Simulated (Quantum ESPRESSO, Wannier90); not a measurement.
**Wannierisation of Ni3Ge (Cu3Au type)**

```xyz
4
Lattice="3.5303 0.0000 0.0000 0.0000 3.5303 0.0000 0.0000 0.0000 3.5303" Properties=species:S:1:pos:R:3 pbc="T T T"
Ni     1.7652     0.0000     1.7652
Ni     0.0000     1.7652     1.7652
Ni     1.7652     1.7652     0.0000
Ge     0.0000     0.0000     0.0000
```

Materials Project entry mp-21008; symmetrised, unrelaxed at this level. Not found in the COD (Crystallography Open Database) copy used; not checked further. Level: PBEsol, no spin polarisation, no spin-orbit coupling; pw.x of Quantum ESPRESSO at 79 Ry with PseudoDojo potentials, 6×6×6 k-points, Wannier90. Density: 10×10×10 mesh, cold smearing 0.01 Ry. A non-magnetic state is assumed; magnetic ones were not tried. Spin-orbit coupling, left out, would split the p-like bands by a few tenths of an eV.

A tight-binding model is made by disentanglement and projection with no localisation steps (num_iter = 0), so the 31 orbitals stay atom-like: hydrogen-like Ni: s;p;d; Ge: s;p, axes along x, y, z; frozen window up to 1.50 eV relative to the Fermi level. It follows pw.x to 4.1 meV rms for states up to 1.0 eV relative to the Fermi level. Matrix elements depend on this choice of orbitals and windows.

Which pairs of orbitals on different sites are coupled most strongly? Give distance, modulus and how many such pairs a cell has.


| orbital | orbital | distance of the centres (Å) | modulus (eV) | pairs |
|---|---|---|---|---|
| Ni py | Ni pz | 2.50 | 2.12 | 4 |
| Ni px | Ni py | 2.50 | 2.12 | 4 |
| Ni px | Ni pz | 2.50 | 2.12 | 4 |
| Ni px | Ni pz | 2.50 | 2.03 | 4 |
| Ni px | Ni py | 2.50 | 2.03 | 4 |
| Ni py | Ni pz | 2.50 | 2.03 | 4 |
| Ge pz | Ni py | 2.50 | 2.02 | 4 |
| Ge px | Ni py | 2.50 | 2.02 | 4 |
| Ge pz | Ni px | 2.50 | 2.02 | 4 |
| Ge px | Ni pz | 2.50 | 2.02 | 4 |
| Ge py | Ni pz | 2.50 | 2.02 | 4 |
| Ge py | Ni px | 2.50 | 2.02 | 4 |
| Ni px | Ni s | 2.50 | 1.57 | 16 |
| Ni pz | Ni s | 2.50 | 1.57 | 16 |
| Ni py | Ni s | 2.50 | 1.57 | 16 |
| Ge pz | Ni pz | 2.50 | 1.55 | 8 |
| Ge px | Ni px | 2.50 | 1.55 | 8 |
| Ge py | Ni py | 2.50 | 1.55 | 8 |
| Ge s | Ni pz | 2.50 | 1.52 | 8 |
| Ge s | Ni px | 2.50 | 1.52 | 8 |
| Ge s | Ni py | 2.50 | 1.52 | 8 |
| Ni py | Ni py | 2.50 | 1.46 | 8 |
| Ni pz | Ni pz | 2.50 | 1.46 | 8 |
| Ni px | Ni px | 2.50 | 1.46 | 8 |
| Ge px | Ni s | 2.50 | 1.39 | 8 |
| Ge pz | Ni s | 2.50 | 1.39 | 8 |
| Ge py | Ni s | 2.50 | 1.39 | 8 |
| Ni s | Ni s | 2.50 | 0.93 | 12 |
| Ge s | Ni s | 2.50 | 0.80 | 12 |
| Ge s | Ni dyz | 2.50 | 0.76 | 4 |
